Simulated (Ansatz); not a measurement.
BeSe:
Space group P4₂/mnm (No. 136); a = 6.229 Å, b = 6.229 Å, c = 3.645 Å, α = 90.00°, β = 90.00°, γ = 90.00°

```tsv
atom	site	symmetry	x	y	z
Be	4g	m.2m	0.1691	0.1691	0.5000
Se	4f	m.2m	0.3092	0.3092	0.0000
```

This is the PBEsol-relaxed structure.

Problem. All from PBEsol in the plane-wave PAW code Ansatz, unless another level is named. Give the Debye temperature from the elastic constants.

Solution. 374 K.

Problem. Predict the highest zone-centre frequency (without LO–TO term).

Solution. 70.2 meV.

Space group P4_2/mnm. The start of the workflow was typed in or built on a structure type; neither database checked (COD, Materials Project) lists it. COD files the formula under space group No. 216. Whether it is the stable phase at ambient conditions was not checked. Symmetry was held in the PBEsol relaxation; its stability against distortions is not shown here.

Potentials: the earlier of the program's two PAW sets. The files were generated under PBE; for other functionals the program regenerates the frozen cores, and for LDA and PBEsol the local potential too.
